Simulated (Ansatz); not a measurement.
Starting cell, AlN (zinc blende):

```yaml
crystal:
  lattice:
    - [0.00000, 2.18491, 2.18491]
    - [2.18491, 0.00000, 2.18491]
    - [2.18491, 2.18491, 0.00000]
  atoms:
    - { symbol: N, position: [0.75000, 0.75000, 0.75000] }
    - { symbol: Al, position: [0.00000, 0.00000, 0.00000] }
```

Scan: atom 2 (Al, nearest neighbour N at 1.892 Å; its periodic images, 3.1 Å or more away, move with it) is displaced along Cartesian z, direction (0.000, 0.000, 1.000) in Cartesian axes, by s. The other atoms stay.

Calculation: r2SCAN (plane waves to 500 eV, PAW, scalar-relativistic; Ansatz, a quantum-chemistry and plane-wave program). k mesh 10×10×10 (Γ-centred), Fermi-Dirac smearing 0.05 eV. E stands for the smeared free energy. AlN was relaxed with its symmetry unable to fall. ΔE is measured from the undisplaced structure.

```
s (Å)   ΔE (meV/cell)
------  -------------
-0.380           1000
-0.304            658
-0.228            378
-0.152            170
-0.076             43
0.000               0
0.076              43
0.152             170
0.228             378
0.304             658
0.380            1000
```

### Question
What force constant k = d²E/ds² at s = 0 does the table give?

### Answer
15 eV/Å². It is the second difference of the nearest points, corrected with the next pair.

### Question
With k = 14.93 eV/Å² from the forces, is the well harmonic out to s = 0.380 Å?

### Answer
½ks² = 1078 meV/cell against the computed 1000 meV/cell, so the well is softer than harmonic there.

(A displaced cell: forces are minus the slopes of the energy, force constants its curvatures, and phonons follow from these.)
